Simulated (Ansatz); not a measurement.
# Ti₃C₂: enthalpy under pressure, worked through

Level of theory: DFT PBEsol, scalar-relativistic, plane waves, PAW (Ansatz 0.2.0). Settings: 420 eV cutoff, 12×12×4 k-mesh, Gaussian smearing of 0.10 eV, no spin polarisation.

The relaxed crystal:

```
Ti C
1.0
     3.04209    0.00000    0.00000
    -1.52104    2.63453    0.00000
     0.00000    0.00000   14.98465
Ti C
6 4
Direct
  0.33333 0.66667 0.84379
  0.66667 0.33333 0.34379
  0.66667 0.33333 0.15621
  0.33333 0.66667 0.65621
  0.00000 0.00000 0.00000
  0.00000 0.00000 0.50000
  0.66667 0.33333 0.91438
  0.33333 0.66667 0.41438
  0.66667 0.33333 0.58562
  0.33333 0.66667 0.08562
```

Cell and atoms were relaxed at each target pressure within the start's symmetry (P6_3/mmc), at zero temperature; other phases can be more stable under pressure. H = E + PV with P the target; E is the free energy at the smearing used, whose derivative the pressure is, per atom and counted from zero pressure.

| P (GPa) | V (Å³/atom) | E − E0 (meV) | H − H0 (meV) |
| --- | --- | --- | --- |
| 0 | 12.009 | 0.0 | 0.0 |
| 2 | 11.852 | 1.0 | 148.9 |
| 5 | 11.638 | 5.6 | 368.8 |
| 10 | 11.319 | 20.4 | 726.9 |
| 20 | 10.775 | 70.7 | 1415.7 |

Q: Thermodynamics gives dH/dP = V along a relaxed path. Integrate V over P by the trapezoid rule and compare with the computed enthalpies.

A: With 1 eV/Å³ = 160.22 GPa, each step adds the mean volume times ΔP / 160.22:
```
P (GPa)  ∫V dP (meV) H − H0 (meV) difference (meV)
      2        148.9         148.9               0.0
      5        368.9         368.8               0.1
     10        727.1         726.9               0.2
     20       1416.6        1415.7               0.9
```

V(P) curves upward, so the trapezoid rule runs high; integrating a smooth curve through the same points puts that excess at about 0.8 meV at 20 GPa, against the 0.9 meV found.

Q: At 20 GPa, how much of the enthalpy change is stored energy and how much is the PV term?

A: E rises by 71 meV/atom and PV is 20 × 10.775 / 160.22 = 1345 meV/atom, so PV makes 95 % of ΔH. So between rival structures at high pressure a small difference in volume can outweigh the difference in energy: 1 % of this volume is worth 13.5 meV/atom at this pressure.

Q: What bulk modulus do the lowest pressures give, and how is the compression shared among the axes?

A: From the pressures that the runs reached, -2.01 GPa (12.173 Å³) and 2.01 GPa (11.852 Å³), B = −ΔP/Δln V = 4.02 / 0.0267 = 150 GPa, a mean over that range. The linear compressibilities −Δln(length)/ΔP are 1.95 along a, 1.95 along b, 2.75 along c (in TPa⁻¹). With fixed angles they add up to 1/B: 6.66 against 6.66. Softest: c, at 41 % of the volume change per axis.